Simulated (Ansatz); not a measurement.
Theory: DFT PBE, scalar-relativistic, plane waves, PAW (Ansatz 0.2.0). Settings: cutoff 420 eV, Γ-centred meshes spaced at most about 0.3 Å⁻¹, and about 0.25 Å⁻¹ or finer for metals (2π included), Gaussian smearing. No spin polarisation in the final relaxations.

All energies are static (0 K, no zero-point motion).

Two forms of Al5Rh were relaxed alike.

A. Space group F-43m (No. 216), cubic, a = 7.258 Å. Al on a site of symmetry -43m has 12 Al at 3.01 Å and 4 Rh at 3.14 Å; around Al on a site of symmetry 3m lie 6 Al at 2.56–2.57 Å, 3 Al at 3.01 Å and 3 Rh at 3.01 Å; around Rh lie 16 Al at 3.01–3.14 Å.

B. Space group P6/mmm (No. 191), hexagonal, a = 5.003 Å, c = 4.689 Å. Around Al on a site of symmetry -6m2 lie 9 Al at 2.75–2.89 Å and 3 Rh at 2.89 Å; Al on a site of symmetry mmm is surrounded by 4 Al at 2.50 Å and 4 Al at 2.75 Å; Rh has 6 Al at 2.89 Å.

Question: Which is lower in energy, and by how much?

Answer: A is lower, by 167 meV/atom. A has space group F-43m (No. 216), 15.9 Å³/atom and no gap on its mesh; B has the CaCu5 type, space group P6/mmm (No. 191), 16.9 Å³/atom and no gap. Counting all near atoms (those within 1.25 times the shortest distance at each site; a plus sign parts nearer from farther groups; a slash parts the counts of unlike sites), A has Al 6+6/16, Rh 16 and B has Al 4+4/12, Rh 6+12. The denser one is the lower, and pressure would at first widen the difference. Even the lower one lies +0.04 eV/atom against the reference forms of the elements (uncorrected), so neither is stable at this level. Both come from invented guesses.

A magnetic state wasn't ruled out in cells without spin, among them F-43m. Cells relaxed within their symmetry can be saddle points.
